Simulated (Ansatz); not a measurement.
Ca:
```cif
data_Ca4
_chemical_formula_sum 'Ca4'
_space_group_name_H-M_alt 'Fm-3m'
_space_group_IT_number 225
_space_group_name_Hall '-F 4 2 3'
_cell_length_a 5.45452
_cell_length_b 5.45452
_cell_length_c 5.45452
_cell_angle_alpha 90.000
_cell_angle_beta 90.000
_cell_angle_gamma 90.000
loop_
_atom_site_label
_atom_site_type_symbol
_atom_site_symmetry_multiplicity
_atom_site_Wyckoff_symbol
_atom_site_fract_x
_atom_site_fract_y
_atom_site_fract_z
_atom_site_occupancy
Ca1 Ca 4 a 0.00000 0.00000 0.00000 1
```
(The calculation used a cell of 1 atom; values per cell refer to that cell.)

This is the PBEsol-relaxed structure.

Task: All from PBEsol (plane waves, PAW; program Ansatz), unless another level is named. Predict the Poisson's ratio.

Result: 0.29.

Task: And the vibrational entropy at 300 K?

Result: 41.6 J/(K·mol of atoms).

The PBEsol relaxation kept the symmetry of its start.

Potentials: the earlier of the program's two PAW sets. The files were generated under PBE; for other functionals the program regenerates the frozen cores, and for LDA and PBEsol the local potential too.
